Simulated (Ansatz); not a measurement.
Question: Each is relaxed and computed with r²SCAN in the plane-wave PAW code Ansatz. Which is the only one with a gap?
A. Cr2SiC, Cmcm (Cr on 8f, Si on 4c, C on 4a)
B. SiC, wurtzite
C. SiMo2C, P6_3/mmc (Si on 2d, Mo on 4f, C on 2a)
D. SiRh2, Pnma (Si on 4c, Rh on 4c, Rh on 4c)

Answer: B, SiC, wurtzite. SiC: gap 2.65 eV (indirect); SiMo2C: metal; Cr2SiC: metal; SiRh2: metal. Spin orders computed, not proven ground states: Cr2SiC, Cmcm (Cr on 8f, Si on 4c, C on 4a) antiferromagnetic. Typed or built starts, not in the databases checked: SiMo2C, P6_3/mmc (Si on 2d, Mo on 4f, C on 2a). Standing as an ambient phase not checked: Cr2SiC, Cmcm (Cr on 8f, Si on 4c, C on 4a); SiRh2, Pnma (Si on 4c, Rh on 4c, Rh on 4c). All cells were relaxed under the symmetry of their starts (and spin orders); stability against distortions was not tested throughout. Cells of antiferromagnets are given as chemical subcells. Rows with no word on spin ran without spin polarisation. Spin–orbit coupling is left out wherever it is not named.

Potentials: the later of the program's two PAW sets.
